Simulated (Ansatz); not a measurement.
**Computed properties of Mg**

Mg (bcc (W type), Im-3m), a = 3.5562 Å, b = 3.5562 Å, c = 3.5562 Å, α = 90.00°, β = 90.00°, γ = 90.00°; the cell used has 1 atom.

Space group Im-3m (No. 229), bcc (W type); conventional cell a = b = c = 3.5562 Å, α = β = γ = 90.00°.

Method: DFT-PBEsol in the program Ansatz with PAW potentials. Geometry: relaxed at this level of theory. Other levels are named where they apply.

**Cell and energy**

```json
{
  "volume_per_atom": "22.49 Å³",
  "density": "1.79 g/cm³"
}
```

**Electronic structure**

```json
{
 "electronic_character": "metallic (no gap)",
 "Density of states at the Fermi level": "0.43 states/eV per atom (mean over ±0.08 eV)"
}
```

**Mechanics**

```json
{
  "Bulk modulus (Birch–Murnaghan fit)": "36.1 GPa",
  "Pressure derivative B′": "4.0",
  "Elastic constants (relaxed ions, GPa)": "C11 = 35.6, C12 = 36.8, C44 = 31.2",
  "mechanical_stability": "unstable (C has a negative eigenvalue)"
}
```

**Phonons**

```json
{
  "dynamical_stability_on_the_path": "unstable, down to 32i cm⁻¹"
}
```

The first step of the workflow began from a Materials Project structure, measured or hypothetical; the Crystallography Open Database copy checked does not list it. It is not the phase usual at ambient conditions (space group No. 194). Symmetry was held in the PBEsol relaxation. As this level gives no gap, shear constants depend on the k-mesh and smearing (Fermi–Dirac, 0.1 eV here). As this level gives no gap, phonon frequencies hold no LO–TO term and depend on the k-mesh and smearing (Fermi–Dirac, 0.1 eV here).

Potentials: the earlier of the program's two PAW sets. The files were generated under PBE; for other functionals the program regenerates the frozen cores, and for LDA and PBEsol the local potential too.
